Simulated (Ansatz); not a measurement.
Problem. Name crystals whose computed values (HSE06 (plane waves, PAW; program Ansatz)) fall in these windows: gap (eV) 1.8 to 2.4; B₀ by P(V) fit (GPa) 68 to 96.

Solution. 

| crystal | gap (eV) | B₀ by P(V) fit (GPa) |
|---|---|---|
| CdSiP2, chalcopyrite | 2.02 | 83.3 |
| AlP, zinc blende | 2.28 | 90.7 |
| GaP, zinc blende | 2.27 | 87.7 |
Others may fit too.

All cells were relaxed under the symmetry of their starts (and spin orders); stability against distortions was not tested throughout. Scalar-relativistic: spin–orbit coupling is off unless named, which matters more the heavier the elements.

Potentials: the later of the program's two PAW sets.
